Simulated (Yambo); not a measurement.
How GW settings move the gap: CsScW2O8

G0W0@PBEsol for CsScW₂O₈ (space group P-3m1, No. 164) in Yambo. Reference settings: 3×3×1 Γ-centred k mesh, bands 4 to 360 and a 7 Ry block in the screening, 360 bands in G with the Bruneval-Gonze terminator, plasmon pole fitted at 27.2 eV. The PBEsol gap (0, 0.333, 0) → Γ on this mesh is 3.90 eV; G0W0 gaps are taken between the same points.

| change from the reference | G0W0 gap (0, 0.333, 0) → Γ (eV) | shift of the valence edge (eV) | rough Yambo cost |
|---|---|---|---|
| reference settings | 6.60 | -0.90 | 1 |
| 140 bands in W, 140 bands in G | 6.75 | -0.72 | about 1/3 |
| 235 bands in W, 235 bands in G | 6.65 | -0.84 | within a factor of two |
| 140 bands in G | 6.62 | -0.86 | – |
| 235 bands in G | 6.61 | -0.89 | – |
| 172 bands in W | 6.69 | -0.80 | within a factor of two |
| 2 Ry block | 6.87 | -0.94 | within a factor of two |
| 3 Ry block | 6.74 | -0.88 | within a factor of two |
| 6 Ry block | 6.60 | -0.88 | within a factor of two |
| pole fitted at 40 eV | 6.64 | -0.95 | – |
| no random integration | 6.63 | -0.97 | – |
| 140 bands in G, no terminator | 6.81 | -0.28 | – |
| 235 bands in G, no terminator | 6.73 | -0.56 | – |
| no terminator | 6.68 | -0.71 | – |

The reference isn't shown to be the converged limit. Costs are rough (shared machines), scaled to the same edge states, and given only for runs that recompute the screening.

Spin-orbit coupling is left out, which matters for elements this heavy: edges can move by tenths of an eV.

Geometry of the Materials Project entry, not relaxed at this level; primitive cell a = b = 5.927 Å, c = 8.106 Å, α = β = 90.00°, γ = 120.00°.

The structure is a Materials Project entry; no match was found in the copy of COD used, and its stability was not checked.

A shift is the quasiparticle energy of the state minus its PBEsol energy.
